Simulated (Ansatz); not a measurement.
Data:

V$_{2}$O$_{5}$:
```xyz
28
Lattice="10.0023 0.0000 0.0000 0.0000 3.5536 0.0000 0.0000 0.0000 10.2577" Properties=species:S:1:pos:R:3 pbc="T T T"
V      1.2524     2.6652     0.1106
V      8.7499     0.8884    10.1471
V      3.7487     0.8884     5.2395
V      6.2536     2.6652     5.0182
V      0.7208     0.8884     6.1604
V      9.2816     2.6652     4.0973
V      4.2804     2.6652     1.0315
V      5.7219     0.8884     9.2262
O      9.9896     2.6652     2.6881
O      0.0127     0.8884     7.5696
O      5.0139     0.8884     7.8170
O      4.9884     2.6652     2.4408
O      0.6368     2.6652     5.5512
O      9.3656     0.8884     4.7066
O      4.3644     0.8884     0.4223
O      5.6379     2.6652     9.8354
O      0.7109     0.8884     0.3378
O      9.2914     2.6652     9.9200
O      4.2903     2.6652     5.4666
O      5.7121     0.8884     4.7911
O      2.0641     2.6652     9.0215
O      7.9382     0.8884     1.2362
O      2.9371     0.8884     3.8926
O      7.0653     2.6652     6.3651
O      2.4620     0.8884     6.4790
O      7.5403     2.6652     3.7788
O      2.5391     2.6652     1.3501
O      7.4632     0.8884     8.9076
```

This is the PBEsol-relaxed structure. x, y and z are the axes in which the lattice vectors are written.

### Question
All from DFT-PBEsol in the program Ansatz with PAW potentials, unless another level is named. Give the smallest direct gap on the standard path.

### Answer
2.16 eV.

### Question
And the band gap?

### Answer
2.04 eV (indirect).

### Question
Next, the valence-band maximum?

### Answer
off the standard path, at k = (0.000, 0.302, 0.260) in fractions of the reciprocal vectors.

Space group Pnma. The first step of the workflow began from a Materials Project structure, measured or hypothetical; the Crystallography Open Database copy checked does not list it. COD files the formula under space group No. 31, 59. Its standing as an ambient phase is unchecked. The cell was relaxed with PBEsol under the symmetry of its start; whether a distortion lowers the energy is not shown. No spin polarisation was allowed. No Hubbard U is applied.

Potentials: the later of the program's two PAW sets.
